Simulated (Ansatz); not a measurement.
Relaxed-ion elastic tensor of BAs (zinc blende, F-43m) in GPa (Voigt order), plane-wave PAW PBEsol (Ansatz code); density 5.25 g/cm³, 13.55 Å³ per atom.

```
 278  71.7  71.7   0.0   0.0   0.0
71.7   278  71.7   0.0   0.0   0.0
71.7  71.7   278   0.0   0.0   0.0
 0.0   0.0   0.0   150   0.0   0.0
 0.0   0.0   0.0   0.0   150   0.0
 0.0   0.0   0.0   0.0   0.0   150
```

Is the crystal mechanically stable?

Yes: the smallest eigenvalue of C is 150 GPa.

Work out the Voigt, Reuss and Hill averages.

K_V = 140, K_R = 140, K_H = 140; G_V = 131, G_R = 127, G_H = 129 GPa.

Give Young's modulus, Poisson's ratio, Pugh's ratio and the universal anisotropy index.

E = 9KG/(3K + G) = 296 GPa; ν = 0.15; K/G = 1.09 (brittle by the Pugh limit of 1.75); A_U = 5G_V/G_R + K_V/K_R − 6 = 0.17.

Estimate the sound speeds and the Debye temperature.

v_l = √((K + 4G/3)/ρ) = 7710 m/s, v_t = √(G/ρ) = 4960 m/s, mean 5440 m/s; Θ = (h/k)(3n/4πV)^(1/3) v_m = 680 K.

Give the Zener ratio and Young's modulus along [100], [110] and [111].

A = 2C44/(C11 − C12) = 1.46; 1/E = S11 − 2(S11 − S12 − S44/2)Γ with Γ = 0, 1/4, 1/3 gives 248, 306, 332 GPa.

The PBEsol relaxation kept the symmetry of its start.

Potentials: the earlier of the program's two PAW sets. The files were generated under PBE; for other functionals the program regenerates the frozen cores, and for LDA and PBEsol the local potential too.
